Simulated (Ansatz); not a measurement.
# Field gradients of Si₃N₄ from run to run

Cell of run 1: an entry of the Crystallography Open Database (COD).

```cif
data_Si3N4
_symmetry_space_group_name_H-M 'P6_3/m'
_symmetry_Int_Tables_number 176
_cell_length_a 7.6272
_cell_length_b 7.6272
_cell_length_c 2.9182
_cell_angle_alpha 90.000
_cell_angle_beta 90.000
_cell_angle_gamma 120.000
loop_
_atom_site_label
_atom_site_type_symbol
_atom_site_symmetry_multiplicity
_atom_site_Wyckoff_symbol
_atom_site_fract_x
_atom_site_fract_y
_atom_site_fract_z
Si Si 6 h 0.1842 0.7704 0.2500
N7 N 2 c 0.3333 0.6667 0.2500
N9 N 6 h 0.3399 0.0357 0.2500
```

One atom of each set is listed.

Relaxed positions (PBE, cell held):

Si (0.1743, 0.7682, 0.2500)
N7 (0.3333, 0.6667, 0.2500)
N9 (0.3297, 0.0302, 0.2500)

All runs are DFT with Ansatz 0.2.0 (plane waves and PAW, scalar-relativistic unless spin–orbit coupling is named, Γ-centred meshes, Fermi–Dirac smearing where given) in this cell.

Run 1: PBE, atoms as given; 420 eV, 4×4×9 k-points, smearing 0.02 eV.
Run 2: PBE, atoms relaxed; 420 eV, 4×4×9 k-points, smearing 0.02 eV.
Run 3: r2SCAN, at the relaxed atoms; 500 eV, 4×4×9 k-points, smearing 0.02 eV.

Problem. What does each run give, and what moves the gradients most?

Solution. 

```
run   Si V_zz (η)   N7 V_zz (η)   N9 V_zz (η)
  1  -1.81 (0.52)  -4.22 (0.00)  -5.37 (0.06)
  2   0.97 (0.45)  -4.98 (0.00)  -5.04 (0.08)
  3   0.96 (0.43)  -5.05 (0.00)  -5.03 (0.08)
```

V_zz in 10²¹ V/m². Against run 1, the gradient tensors on these sites move by at most 1.11 in run 2 (Si), 1.12 in run 3 (Si). Taken one at a time, the positions of the atoms (as given or relaxed) move the tensors on these sites by up to 1.11 (largest principal value of the change, on Si), the functional (r2SCAN with its higher cutoff) by 0.07 (N7). On some sites the largest principal value moves to another axis from run to run, and the sign of V_zz can flip with it.

In run 1 the atoms aren't at the calculated equilibrium (largest force 2.3 eV/Å).
